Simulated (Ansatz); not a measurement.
CuI (zinc blende)

```yaml
crystal:
  lattice:
    - [0.00000, 3.03967, 3.03967]
    - [3.03967, 0.00000, 3.03967]
    - [3.03967, 3.03967, 0.00000]
  atoms:
    - { symbol: I, position: [0.75000, 0.75000, 0.75000] }
    - { symbol: Cu, position: [0.00000, 0.00000, 0.00000] }
```

The slice is a {111} plane (indices of the conventional cell) through the point (0.750, 0.750, 0.750) (fractional), spanned by u = [100] and v = [-1 2 0] in vectors of this cell: u (4.30 Å) and v (7.45 Å, at 90° to u). It covers one period; positions are fractions (u, v).

Calculation: PBE (plane waves to 420 eV, PAW, scalar-relativistic; Ansatz, a first-principles code). k mesh 9×9×9. Near the nuclei the fields are pseudised (PAW); where an atom keeps semicore shells as valence, they peak there. CuI is run without spin polarisation. CuI was relaxed with its symmetry unable to fall. Spin-orbit coupling is left out, though I is heavy.

### Question
Predict the map of the electrostatic potential energy of an electron, from the cell's mean on the slice.

### Answer
```
|xxxxxxxxxx  **%%%%@@%%%%**  xxxxxxxx|
|xxxxxxxx  ::**%%@@@@@@%%**::  xxxxxx|
|xxxxxx    ++##@@@@@@@@@@##++    xxxx|
|xxxx    ==##%%@@@@@@@@@@%%##==    xx|
|    ..==**%%@@@@@@@@@@@@@@%%**==..  |
|====++**%%%%@@@@@@@@@@@@@@%%%%**++==|
|==++**##%%@@@@@@@@@@@@@@@@@@%%##**++|
|----++**%%%%@@@@@@@@@@@@@@%%%%**++--|
|xxxx--++##%%%%%%%%%%%%%%%%%%##++--xx|
|xxxx..==**####**++++++**####**==..xx|
|xxxx  ==++++==..      ..==++++==  xx|
|xxxx::==++--    xxxxxx    --++==::xx|
|::::==++--    xxxxxxxxxx    --++==::|
|++++++++::  xxxxxxxxxxxxxx  ::++++++|
|######++  xxxxxxxxxxxxxxxxxx  ++####|
|%%%%##++  xxxxxxxxxxxxxxxxxx  ++##%%|
|@@%%%%**  xxxxxxxxxxxxxxxxxx  **%%%%|
|@@@@%%**::  xxxxxxxxxxxxxx  ::**%%@@|
|@@@@@@##++    xxxxxxxxxx    ++##@@@@|
|@@@@@@%%##==    xxxxxx    ==##%%@@@@|
|@@@@@@@@%%**==..      ..==**%%@@@@@@|
|@@@@@@@@%%%%**++======++**%%%%@@@@@@|
|@@@@@@@@@@%%##**++==++**##%%@@@@@@@@|
|@@@@@@@@%%%%**++------++**%%%%@@@@@@|
|%%%%%%%%%%##++--xxxxxx--++##%%%%%%%%|
|++++**####**==..xxxxxx..==**####**++|
|    ..==++++==  xxxxxx  ==++++==..  |
|xxxx    --++==::xxxxxx::==++--    xx|
|xxxxxx    --++==::::::==++--    xxxx|
|xxxxxxxx  ::++++++++++++++::  xxxxxx|
|xxxxxxxxxx  ++##########++  xxxxxxxx|
|xxxxxxxxxx  ++##%%%%%%##++  xxxxxxxx|
```
Scale: ten equal steps from -3.00 (start of ' ') to 5.87 (end of '@'), in the order ' .:-=+*#%@'. Values: electrostatic potential energy of an electron, from the cell's mean, in eV. The map has 18 points along u (two characters each, u = 0 at the left) and 32 along v (v = 0 in the bottom row). Points within 1 Å of a nucleus are blanked (x), as the pseudised field means little there. Values under -3 eV are set to -3. The zero, the cell's mean, hangs on the PAW cores.
